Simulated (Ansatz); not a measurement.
Task: Name crystals whose computed values (the program Ansatz at the r²SCAN+D4 level (PAW)) fall in these windows: gap (eV) 1.1 to 1.4; electron conductivity mass (mₑ) 0.35 to 0.45.

Result: 

```
crystal                                     gap (eV)  electron conductivity mass (mₑ)
------------------------------------------  --------  -------------------------------
MnH2O2, P-3m1 (Mn on 1a, H on 2d, O on 2d)      1.25                             0.41
```
Others may fit too.

Spin orders computed, not proven ground states: MnH2O2, P-3m1 (Mn on 1a, H on 2d, O on 2d) ferromagnetic. Standing as an ambient phase not checked: MnH2O2, P-3m1 (Mn on 1a, H on 2d, O on 2d). The cell was relaxed under the symmetry of its start. No Hubbard U is applied.

Potentials: the later of the program's two PAW sets.
